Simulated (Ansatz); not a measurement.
Relaxed-ion elastic tensor of ScIr (CsCl type, Pm-3m) in GPa (Voigt order), plane-wave PAW LDA (Ansatz code); density 12.46 g/cm³, 15.81 Å³ per atom.

|  | 1 | 2 | 3 | 4 | 5 | 6 |
|---|---|---|---|---|---|---|
| 1 | 246 | 169 | 169 | 0.0 | 0.0 | 0.0 |
| 2 | 169 | 246 | 169 | 0.0 | 0.0 | 0.0 |
| 3 | 169 | 169 | 246 | 0.0 | 0.0 | 0.0 |
| 4 | 0.0 | 0.0 | 0.0 | 91.8 | 0.0 | 0.0 |
| 5 | 0.0 | 0.0 | 0.0 | 0.0 | 91.8 | 0.0 |
| 6 | 0.0 | 0.0 | 0.0 | 0.0 | 0.0 | 91.8 |

### Question
Is the crystal mechanically stable?

### Answer
Yes: the smallest eigenvalue of C is 77.4 GPa.

### Question
Work out the Voigt, Reuss and Hill averages.

### Answer
K_V = 195, K_R = 195, K_H = 195; G_V = 70.5, G_R = 59.3, G_H = 64.9 GPa.

### Question
Give Young's modulus, Poisson's ratio, Pugh's ratio and the universal anisotropy index.

### Answer
E = 9KG/(3K + G) = 175 GPa; ν = 0.35; K/G = 3.00 (ductile by the Pugh limit of 1.75); A_U = 5G_V/G_R + K_V/K_R − 6 = 0.95.

### Question
Estimate the sound speeds and the Debye temperature.

### Answer
v_l = √((K + 4G/3)/ρ) = 4750 m/s, v_t = √(G/ρ) = 2280 m/s, mean 2570 m/s; Θ = (h/k)(3n/4πV)^(1/3) v_m = 304 K.

### Question
Give the Zener ratio and Young's modulus along [100], [110] and [111].

### Answer
A = 2C44/(C11 − C12) = 2.37; 1/E = S11 − 2(S11 − S12 − S44/2)Γ with Γ = 0, 1/4, 1/3 gives 109, 184, 238 GPa.

The workflow started from a Materials Project entry (that database holds measured and hypothetical structures alike); the Crystallography Open Database files this formula in space group No. 221, but the cells were not matched. Its standing as an ambient phase is unchecked. The cell was relaxed with LDA under the symmetry of its start; of distortions, only those at the zone centre were tested. No spin polarisation was allowed. As this level gives no gap, shear constants depend on the k-mesh and smearing (Fermi–Dirac, 0.1 eV here). Scalar-relativistic: spin–orbit coupling is off unless named, which matters more the heavier the elements.

Potentials: the later of the program's two PAW sets.
